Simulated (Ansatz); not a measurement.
SiGe in space group R-3m (No. 166; Ge on 3a, Si on 3b), the program Ansatz at the r²SCAN level (PAW), all energies at zero smearing, with the estimated change up to a 700 eV cutoff added, with one set of potentials and settings (totals compare only within such a set). Cell of 2 atoms (1 Ge, 1 Si): -4940.471 eV.

```
element             reference phase  E (eV/atom)
-------  --------------------------  -----------
Ge       Fd-3m, 2 atoms in the cell   -4302.9041
Si       Fd-3m, 2 atoms in the cell    -639.0667
```

Formation energy per atom, worked out: (-4940.471 − 1×(-4302.9041) − 1×(-639.0667))/2 = 0.750 eV/atom (72 kJ per mol of atoms), at 0 K, without zero-point energy or fitted corrections.

The start of the workflow was typed in or built on a structure type; neither database checked (COD, Materials Project) lists it. Its standing as an ambient phase is unchecked. The cell was relaxed with r²SCAN under the symmetry of its start; its stability against distortions is not shown here. Its formation energy is positive at this level, so the cell may be metastable or incomplete. The references are the lowest solids computed at this level, not always the standard phases.

Potentials: the later of the program's two PAW sets.
